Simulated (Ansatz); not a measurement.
**YNb6Sn6: 93Nb nuclear quadrupole resonance**

Cell: a diffraction structure from the COD, ions relaxed with PBE at fixed cell.

```cif
data_YNb6Sn6
_symmetry_space_group_name_H-M 'P6/mmm'
_symmetry_Int_Tables_number 191
_cell_length_a 5.7498
_cell_length_b 5.7498
_cell_length_c 9.5003
_cell_angle_alpha 90.000
_cell_angle_beta 90.000
_cell_angle_gamma 120.000
loop_
_atom_site_label
_atom_site_type_symbol
_atom_site_symmetry_multiplicity
_atom_site_Wyckoff_symbol
_atom_site_fract_x
_atom_site_fract_y
_atom_site_fract_z
Y Y 1 b 0.0000 0.0000 0.5000
Nb Nb 6 i 0.5000 0.0000 0.2508
Sn8 Sn 2 e 0.0000 0.0000 0.1697
Sn10 Sn 2 c 0.6667 0.3333 0.0000
Sn12 Sn 2 d 0.6667 0.3333 0.5000
```

One atom of each set is listed.

Level of theory: DFT, PBE, plane waves and PAW, with spin–orbit coupling, 420 eV cutoff, Γ-centred 7×7×4 k-points, Fermi–Dirac smearing 0.05 eV (Ansatz 0.2.0).

93Nb: I = 9/2, Q = -320.0 mb (year-2017 value). Static lattice, zero field.

**Question.** At which frequencies do the 93Nb NQR lines lie?

**Answer.** For I = 9/2 and η = 0 the lines are |C_Q|/24 times 1, 2, 3 and 4; η shifts the lowest up most. At large η the states mix, and weaker lines appear at sums of the main ones; lines under 5 % of the strongest are left out.

```csv
site,atoms,V_zz (10²¹ V/m²),C_Q (MHz),η,line frequencies (MHz)
Nb,6,-11.30,87.5,0.85,"8.14, 9.45, 11.9, 13.7, 17.6"
```

At this cell the principal stresses reach 5 GPa in size with PBE, which can matter for small gradients. With no gap above 0.1 eV, as in a metal, the gradients converge slowly in k; expect changes of a tenth or more on a denser mesh.
